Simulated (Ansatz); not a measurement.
# HfAu₂ under strain

Theory: DFT PBEsol, scalar-relativistic, plane waves, PAW (Ansatz). (420 eV cutoff, 10×10×4 k-mesh, Gaussian smearing of 0.10 eV, no spin polarisation)

Reference structure (relaxed):

```
Hf Au
1.0
     3.52501    0.00000    0.00000
     0.00000    3.52501    0.00000
     0.00000    0.00000    8.67063
Hf Au
2 4
Direct
  0.00000 0.00000 0.00000
  0.50000 0.50000 0.50000
  0.50000 0.50000 0.16789
  0.00000 0.00000 0.33211
  0.00000 0.00000 0.66789
  0.50000 0.50000 0.83211
```

Deformation: biaxial strain in the a-b plane, with the length and tilt of c and the atoms relaxed, all within the symmetry that the strain leaves. Energies are extrapolated to zero smearing. On this cell's mesh the reference holds a stress of up to 0.13 GPa.

Spin–orbit coupling is left out, which can shift energies with elements as heavy as these.

```csv
strain (%),ΔE (meV/atom),a (Å),b (Å),c (Å)
-4.0,46.4,3.384,3.384,9.098
-2.0,12.1,3.455,3.455,8.839
+0.0,0.0,3.525,3.525,8.671
+2.0,10.6,3.596,3.596,8.538
+4.0,42.4,3.666,3.666,8.431
```

Q: What stiffness (1/V) d²E/dε² at zero strain does a cubic fit over all points give?

A: A cubic fit gives (1/V) d²E/dε² = 493 GPa at zero strain (twice the biaxial modulus).

Q: How does the free axis c answer a small strain?

A: Between the innermost points its strain is -0.87 times the applied one.